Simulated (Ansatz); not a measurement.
The relaxed structure here is a generated cell of ZnCu2SnS4: the first start was made by a random draw of sites in a space group, and the end was not matched to a known phase here, so it may be hypothetical. Known forms of ZnCu2SnS4 include space group No. 82.

A relaxed cell of ZnCu2SnS4 (I-4m2 (No. 119)), relaxed on a k-mesh at least as fine as the one used below. Level of theory: r2SCAN (plane waves to 500 eV, PAW, scalar-relativistic; Ansatz, a program for electronic structure). Γ-centred k-mesh 5×5×6 on the run's cell (coarser than for final values), Fermi–Dirac smearing 0.05 eV.

```
ZnCu2SnS4
1.0
   -2.62681     2.62681     5.13878
    2.62681    -2.62681     5.13878
    2.62681     2.62681    -5.13878
Cu S Sn Zn
2 4 1 1
Direct
  0.01783   0.51783   0.50000
  0.48217   0.98217   0.50000
  0.50000   0.50000   0.00000
  0.78188   0.78188   0.00000
  0.21812   0.21812   0.00000
  0.25000   0.75000   0.50000
  0.75000   0.25000   0.50000
  0.00000   0.00000   0.00000
```

The atoms are displaced by (Å):

```json
[
 {"atom": "Cu1", "ux": "0.155", "uy": "-0.013", "uz": "0.126"},
 {"atom": "Cu2", "ux": "-0.103", "uy": "-0.032", "uz": "-0.084"},
 {"atom": "S3", "ux": "-0.087", "uy": "-0.019", "uz": "0.177"},
 {"atom": "S4", "ux": "-0.027", "uy": "0.021", "uz": "-0.083"},
 {"atom": "S5", "ux": "0.069", "uy": "-0.094", "uz": "-0.007"},
 {"atom": "S6", "ux": "0.066", "uy": "0.112", "uz": "-0.074"},
 {"atom": "Sn7", "ux": "0.163", "uy": "0.106", "uz": "-0.054"},
 {"atom": "Zn8", "ux": "0.051", "uy": "-0.040", "uz": "0.062"}
]
```

### Question
What forces (eV/Å) and pressure result?

### Answer
```csv
atom,Fx,Fy,Fz
Cu1,-0.44,-0.01,-0.91
Cu2,0.05,-0.04,0.17
S3,0.26,0.08,-0.92
S4,1.09,0.13,1.04
S5,-0.02,1.21,0.79
S6,-0.06,-0.39,1.03
Sn7,-1.04,-1.05,0.19
Zn8,0.16,0.06,-1.38
```

Pressure +2.2 GPa.

### Question
Estimate the energy cost of the displacement in the harmonic approximation and compare with the calculation.

### Answer
For a harmonic well ΔE = −½ Σ F·u = 0.558 eV a cell, or 70 meV/atom. The calculated energy relative to the undisplaced cell is +0.06 eV/atom, so the harmonic estimate holds well.

The undisplaced cell is probably no minimum: from this displacement the run went on to P1 (No. 1), 0.60 eV/atom below it.

No spin polarisation in the result.
